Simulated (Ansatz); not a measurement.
SnGe3 in space group P-4m2 (No. 115; Ge on 2g, Ge on 1a, Sn on 1c) at seven volumes, the program Ansatz at the PBE level (PAW), shape and atoms relaxed at each. One row is withheld.

| V (Å³/atom) | P (GPa) |
|---|---|
| 24.506 | 6.00 |
| 25.314 | 3.64 |
| 26.122 | 1.66 |
| 26.930 | 0.00 |
| 27.738 | ? |
| 28.546 | -2.56 |
| 29.354 | -3.56 |

Q: Fit the shown pressures and predict the withheld one.

A: Third-order Birch–Murnaghan: P = (3/2)B₀(x^(7/2) − x^(5/2))[1 + (3/4)(B′ − 4)(x − 1)] with x = (V₀/V)^(2/3). Least squares on the six rows gives V₀ = 26.931 Å³/atom, B₀ = 50.68 GPa, B′ = 4.79. At V = 27.738, x = 0.9805 and P = -1.39 GPa. The run itself gave -1.39 GPa.

The start of the workflow was typed in or built on a structure type; neither database checked (COD, Materials Project) lists it. Whether it is the stable phase at ambient conditions was not checked. The PBE relaxation kept the symmetry of its start; whether a distortion lowers the energy is not shown. Scalar-relativistic: spin–orbit coupling is off unless named, which matters more the heavier the elements.

Potentials: the later of the program's two PAW sets.
